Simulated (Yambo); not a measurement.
One stored BSE kernel of dimension 1296 for BN (space group P6_3/mmc, No. 194) (Yambo, PBEsol bands; 9×9×2 mesh, 4 valence and 2 conduction bands, static screening with 22 bands and a 4 Ry block, scissor 1.89 eV, Tamm-Dancoff; broadening 0.15 eV; field along x), solved in several ways.

```json
[
 {"solver": "Haydock, threshold 2 %", "iterations": "4", "largest change of Im ε (% of its maximum)": "45", "rough time": "within a factor of two"},
 {"solver": "Haydock, threshold 0.5 %", "iterations": "8", "largest change of Im ε (% of its maximum)": "4.6", "rough time": "within a factor of two"},
 {"solver": "Haydock, threshold 0.1 %", "iterations": "21", "largest change of Im ε (% of its maximum)": "1.0", "rough time": "within a factor of two"},
 {"solver": "Haydock, threshold 0.005 %", "iterations": "44", "largest change of Im ε (% of its maximum)": "0.1", "rough time": "1"},
 {"solver": "SLEPc, lowest 10 states", "iterations": "–", "largest change of Im ε (% of its maximum)": "no full spectrum", "rough time": "within a factor of two"},
 {"solver": "SLEPc, lowest 60 states", "iterations": "–", "largest change of Im ε (% of its maximum)": "no full spectrum", "rough time": "within a factor of two"},
 {"solver": "full diagonalisation", "iterations": "–", "largest change of Im ε (% of its maximum)": "reference", "rough time": "about 10×"}
]
```

Haydock gives the spectrum without eigenstates, SLEPc the lowest states alone, full diagonalisation everything at a cost that grows as the cube of the dimension. Times include reading the kernel. Times are rough ratios from shared machines. Mesh and scissor weren't tested; the rows compare only with each other.

Geometry of the Materials Project entry, not relaxed at this level; primitive cell a = 2.5124 Å, b = 2.5124 Å, c = 7.7073 Å, α = 90.00°, β = 90.00°, γ = 120.00°.

The distance between layers or molecules is the database entry's, not relaxed here. Functionals without dispersion can leave it too large, which widens gaps and weakens the response across layers: the numbers belong to this cell.
